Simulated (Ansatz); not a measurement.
Consider the following.

SrPb3:
```
CELL_PARAMETERS angstrom
      4.94246     0.00000     0.00000
      0.00000     4.94246     0.00000
      0.00000     0.00000     4.94246
ATOMIC_POSITIONS crystal
  Sr 0.00000 0.00000 0.00000
  Pb 0.50000 0.50000 0.00000
  Pb 0.00000 0.50000 0.50000
  Pb 0.50000 0.00000 0.50000
```

This is the PBEsol-relaxed structure.

Question: All from PBEsol in the plane-wave PAW code Ansatz, unless another level is named. Give the Debye temperature from the elastic constants.

Answer: 161 K.

Question: Predict the elastic constants (relaxed ions, GPa).

Answer: C11 = 64.4, C12 = 29.6, C44 = 26.3.

Space group Pm-3m (Cu3Au type). The workflow started from an entry of the Crystallography Open Database (COD); the relaxed space group is not among those it files for this formula. COD files the formula under space group No. 123. Whether it is the stable phase at ambient conditions was not checked. The PBEsol relaxation kept the symmetry of its start; whether a distortion lowers the energy is not shown. As this level gives no gap, shear constants depend on the k-mesh and smearing (Fermi–Dirac, 0.1 eV here). Spin–orbit coupling is left out wherever it is not named.

Potentials: the later of the program's two PAW sets.
